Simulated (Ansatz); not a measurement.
# LiC2: rattling a relaxed structure

It was reached by relaxing an invented guess, and it needn't be the stable form of this composition.

Theory: Ansatz, DFT PBE+D3(BJ), scalar-relativistic, plane waves, PAW. Plane waves to 420 eV, a k mesh through Γ of 24×24×24 on the computed 3-atom cell and Gaussian smearing (0.10 eV); no spin polarisation.

The cell below (3 atoms, space group R-3m (No. 166)) is relaxed within its symmetry.

```
Li C
1.0
     1.26876    0.73252    3.79676
    -1.26876    0.73252    3.79676
     0.00000   -1.46504    3.79676
Li C
1 2
Direct
  0.50000 0.50000 0.50000
  0.67811 0.67811 0.67811
  0.32189 0.32189 0.32189
```

For the test a repeat of it with 6 atoms (edges 2.54, 4.07, 4.40 Å) was strained at random (σ = 1.5 % a component), the atoms were moved at random (σ = 0.15 Å), and all was relaxed again on a coarse 8×8×6 mesh (in the run’s order of axes) with 0.20 eV smearing, with no symmetry imposed.

An odd number of electrons in the primitive cell allows no gap without spin; a larger cell or a magnetic state could open one.

**Question.** What happens?

**Answer.** It returns, within 1 meV/atom of the unmoved cell on that mesh and with the same symmetry when read at 0.1 Å (C2/m at 0.01 Å, so small strains and shifts remain). No instability shows in this cell; modes of other wave vectors, which need another repeat, aren't tested.
